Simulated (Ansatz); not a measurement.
HfC (rock salt), relaxed with PBE (Ansatz, a program for electronic structure, plane waves, PAW): a = 4.651 Å, b = 4.651 Å, c = 4.651 Å, α = 90.00°, β = 90.00°, γ = 90.00°.

| Quantity | Result |
|---|---|
| ΔH_f (eV/atom) | -0.92 |
| B₀ by P(V) fit (GPa) | 233 |
| K_Hill (GPa) | 234 |
| G_Hill (GPa) | 182 |
| highest Γ mode, no LO–TO term (cm⁻¹) | 430 |
| Θ_D (K) | 537 |

Problem. The same phase is relaxed and computed with PBEsol in the same code. What are the cell and these values now?

Solution. a = b = c = 4.607 Å, α = β = γ = 90.00°.

* **ΔH_f (eV/atom)**: -0.99
* **B₀ by P(V) fit (GPa)**: 248
* **K_Hill (GPa)**: 249
* **G_Hill (GPa)**: 191
* **highest Γ mode, no LO–TO term (cm⁻¹)**: 455
* **Θ_D (K)**: 548

All cells were relaxed under the symmetry of their starts (and spin orders); stability against distortions was not tested throughout. Rows with no word on spin ran without spin polarisation. Spin–orbit coupling is left out wherever it is not named.

Potentials: the later of the program's two PAW sets.

Ansatz is a plane-wave DFT program.

Formation energies count from the lowest solids of the elements computed at the same level, not from gases.
